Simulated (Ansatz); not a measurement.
Mg2ZnP2:
```
CELL_PARAMETERS angstrom
      4.01429     0.00000     0.00000
     -2.00714     3.47647     0.00000
      0.00000     0.00000     6.55360
ATOMIC_POSITIONS crystal
  Mg 0.66667 0.33333 0.63396
  Mg 0.33333 0.66667 0.99352
  Zn 0.00000 0.00000 0.36135
  P  0.00000 0.00000 0.76737
  P  0.66667 0.33333 0.24381
```

Relaxed with r²SCAN. r²SCAN in the plane-wave PAW code Ansatz gives a gap of 1.37 eV.

Q: What gap does HSE06 give on the same cell (Ansatz, PAW)?

A: 1.65 eV, 0.28 eV more. The hybrid was solved on a coarser mesh and at special points; the gap given is the minimum over both.

Cost on shared cores: the r²SCAN run (SCF on a 8×8×4 mesh, then bands and DOS) roughly 120 core-seconds, the HSE06 run (SCF on 5×5×3, then a few points) very roughly 70 core-seconds; the tasks are unlike.

Space group P3m1. The workflow started from a Materials Project entry (that database holds measured and hypothetical structures alike); the Crystallography Open Database copy checked does not list it. With Mg and Zn taken as one species the cell has the higher symmetry P-3m1, so it may be an ordered model of a mixed-site phase. Whether it is the stable phase at ambient conditions was not checked. Symmetry was held in the r²SCAN relaxation; whether a distortion lowers the energy is not shown.

Potentials: the later of the program's two PAW sets.
